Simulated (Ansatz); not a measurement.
Consider a crystal of OsPtC₄N₄ in space group P-43m (No. 215), with Os on 1a; Pt on 1b; C on 4e; N on 4e. The guess for OsPtC₄N₄ was made by a generator: two interpenetrating cyanide-bridged diamond nets.

Theory: DFT PBE, scalar-relativistic, plane waves, PAW in Ansatz. Cutoff 420 eV, Γ-centred mesh, Gaussian smearing, no spin polarisation.

The zero of energy is the elements' standard structures at the same level (N₂ as a molecule); no fitted shifts are applied.

**Question.** Give the relaxed lattice parameters and positions.

**Answer.**

Space group P-43m (No. 215). a = 5.913 Å, b = 5.913 Å, c = 5.913 Å, α = 90.00°, β = 90.00°, γ = 90.00°
| atom | site | symmetry | x | y | z |
| --- | --- | --- | --- | --- | --- |
| Os | 1a | -43m | 0.0000 | 0.0000 | 0.0000 |
| Pt | 1b | -43m | 0.5000 | 0.5000 | 0.5000 |
| C | 4e | .3m | 0.1871 | 0.1871 | 0.1871 |
| N | 4e | .3m | 0.3032 | 0.3032 | 0.3032 |

Os has 4 C at 1.92 Å; Pt has 4 N at 2.02 Å; C is surrounded by 1 N at 1.19 Å and 1 Os at 1.92 Å; N is surrounded by 1 C at 1.19 Å and 1 Pt at 2.02 Å. Another local minimum with the same sites may exist.

**Question.** And its energy and gap?

**Answer.** The energy over the elements is +0.813 eV/atom. The gap on the 6×6×6 mesh of the 10-atom cell is 0.23 eV. A positive value: parting into the elements would lower its energy.

The last run used Gaussian smearing of 0.01 eV. These runs have no spin–orbit coupling, which can matter for Os and Pt. Kohn–Sham gaps at this level usually fall short of measured ones. The reference form of C is held partly by dispersion forces, which this level lacks. Small gaps are read on the mesh alone, and bands can cross between its points. A structure relaxed within its symmetry needn't be a true minimum.
